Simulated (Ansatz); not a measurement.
Turning moments in Fe

System: Fe, a test cell of our own (not relaxed); the cell holds 1 atom.

```
CELL_PARAMETERS angstrom
-1.45850 1.45850 1.45850
1.45850 -1.45850 1.45850
1.45850 1.45850 -1.45850
ATOMIC_POSITIONS crystal
Fe 0.00000 0.00000 0.00000
```

Atoms are numbered from 1 in the order listed.

All numbers below come from Ansatz, DFT, PBE, fully relativistic PAW, plane waves, spin-orbit coupling.

```json
{"Plane-wave cutoff": "871 eV", "k-point mesh": "5×5×5 (Γ-centred)", "Occupations": "Gaussian smearing, 0.1 eV", "Valence electrons": "16"}
```

With one magnetic atom in the cell its copies can only be parallel; orders in a larger cell may lie lower.

The mesh is coarse, so energy differences (and at times their sign) aren't converged.

Spins are non-collinear; moments are vectors (x, y, z) in μB.

The default search lets the program follow hints of a lower state (another filling of open shells, a soft direction), where it sees any. With a search on, the program may also reshape the start on open shells.

Only this run was made, so its end need not be the lowest state of the cell.

(1) Start Fe1 (0.00, 0.00, 2.20); default search for lower states. What happens?

Results:

(1) It converges in 12 iterations: site vectors not recorded: net moment 2.13 μB, absolute moment 2.26 μB.
